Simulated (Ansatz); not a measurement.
This run works on a generated trial structure, not on a known crystal.

Input and command of a plane-wave DFT calculation in Ansatz:

```yaml
crystal:
  lattice:
    - [-2.96472658, 3.70421806, 3.83957711]
    - [2.96472658, -3.70421806, 3.83957711]
    - [2.96472658, 3.70421806, -3.83957711]
  atoms:
    - { symbol: Na, position: [0.0, 0.0, 0.0] }
    - { symbol: Na, position: [0.5, 0.5, 0.0] }
    - { symbol: Pd, position: [0.26378183, 0.76378183, 0.5] }
    - { symbol: Pd, position: [0.73621817, 0.23621817, 0.5] }
    - { symbol: Se, position: [0.37472863, 0.0, 0.37472863] }
    - { symbol: Se, position: [0.62527137, 0.0, 0.62527137] }
    - { symbol: Se, position: [0.0, 0.5, 0.5] }
basis:
  ecutwfc: 420
kpoints:
  mp_grid: { grid: [3, 3, 3] }
hamiltonian:
  xc: pbe
scf:
  occupations: { method: gaussian, width: 0.15 }
  lower_state_search: "off"
output:
  forces: true
  stress: true
  eigenvalues: true
relax:
  adjacent_minimum: "off"
  f_tol: 0.08
  max_steps: 16
  cell: { stress_tol: 0.8 }
```

```bash
ansatz run input.yaml --threads 1 --pin off --max-ram 2560MiB --backend cpu --events-out ev --progress --plain --runs-dir out
```

Processor: Arm Neoverse V1, 1 thread, on a host shared with other jobs.

How long does it run, and how much memory does it take?

About 74 s, peak memory 0.5 GiB. It solves 62 bands at 8 k points (after reduction by symmetry) with about 4233 plane waves (on the last cell), in 69 SCF iterations over 10 ionic steps.
